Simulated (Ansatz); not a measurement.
Here is the system:

Starting cell, ZnSe (zinc blende):

```
CELL_PARAMETERS angstrom
      0.00000     5.66608     5.66608
      2.83304     0.00000     2.83304
      2.83304     2.83304     0.00000
ATOMIC_POSITIONS crystal
  Se 0.37500 0.75000 0.75000
  Se 0.87500 0.75000 0.75000
  Zn 0.00000 0.00000 0.00000
  Zn 0.50000 0.00000 0.00000
```

A phonon eigenvector at L = (0.5, 0.0, 0.0) is frozen into this cell: atom i moves by Q times the vector below, so Q is the largest atomic displacement, in Å. The cell is held. It is one choice among 2 degenerate patterns. (q is in reciprocal vectors of the primitive cell; the cell shown is doubled to hold the pattern.)

```csv
atom,x,y,z
Se1,-0.248,0.453,-0.701
Se2,0.248,-0.453,0.701
Zn3,0.285,-0.520,0.805
Zn4,-0.285,0.520,-0.805
```

All values below come from r2SCAN (plane waves to 500 eV, PAW, scalar-relativistic; Ansatz, a first-principles code). k mesh 5×10×10 (Γ-centred), Fermi-Dirac smearing 0.05 eV. Energies are smeared free energies. The PAW data are Ansatz's earlier set. ZnSe was relaxed with its symmetry unable to fall. ΔE is measured from the undisplaced structure.

The scan covers Q from -0.180 to 0.180 Å in 13 points.

Problem. Which space group does the distorted structure have?

Solution. P1 (No. 1), lowered from F-43m.

Problem. What is the energy change at Q = 0.180 Å?

Solution. 47.3 meV/cell.

Problem. What harmonic wavenumber does the curvature at Q = 0 give?

Solution. 55 cm⁻¹.

(A displaced cell: forces are minus the slopes of the energy, force constants its curvatures, and phonons follow from these.)
